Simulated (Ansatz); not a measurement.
Consider the following.

NaCl:
```cif
data_ClNa
_chemical_formula_sum 'Na1 Cl1'
_space_group_name_H-M_alt 'Pm-3m'
_space_group_IT_number 221
_space_group_name_Hall '-P 4 2 3'
_cell_length_a 3.36889
_cell_length_b 3.36889
_cell_length_c 3.36889
_cell_angle_alpha 90.000
_cell_angle_beta 90.000
_cell_angle_gamma 90.000
loop_
_atom_site_label
_atom_site_type_symbol
_atom_site_symmetry_multiplicity
_atom_site_Wyckoff_symbol
_atom_site_fract_x
_atom_site_fract_y
_atom_site_fract_z
_atom_site_occupancy
Na1 Na 1 a 0.00000 0.00000 0.00000 1
Cl1 Cl 1 b 0.50000 0.50000 0.50000 1
```

This is the LDA-relaxed structure.

All from LDA (plane waves, PAW; program Ansatz), unless another level is named. Give the bulk modulus (Birch–Murnaghan fit).

34.9 GPa.

Next, the highest zone-centre frequency (without LO–TO term)?

113 cm⁻¹.

This is a known high-pressure phase of the composition, computed here at zero pressure and temperature. The cell was relaxed with LDA under the symmetry of its start. At this level the phase is dynamically unstable (imaginary phonons).

Potentials: the earlier of the program's two PAW sets.
